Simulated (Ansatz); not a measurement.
Name crystals whose computed values (LDA in the plane-wave PAW code Ansatz) fall in these windows: gap (eV) 0.14 to 0.21; G_Hill (GPa) 86 to 110.



| crystal | gap (eV) | G_Hill (GPa) |
|---|---|---|
| As3Ir, Im-3 (Ir on 8c, As on 24g) | 0.18 | 93.6 |
Others may fit too.

Standing as an ambient phase not checked: As3Ir, Im-3 (Ir on 8c, As on 24g). The cell was relaxed under the symmetry of its start. Rows with no word on spin ran without spin polarisation. Spin–orbit coupling is left out wherever it is not named.

Potentials: the later of the program's two PAW sets.
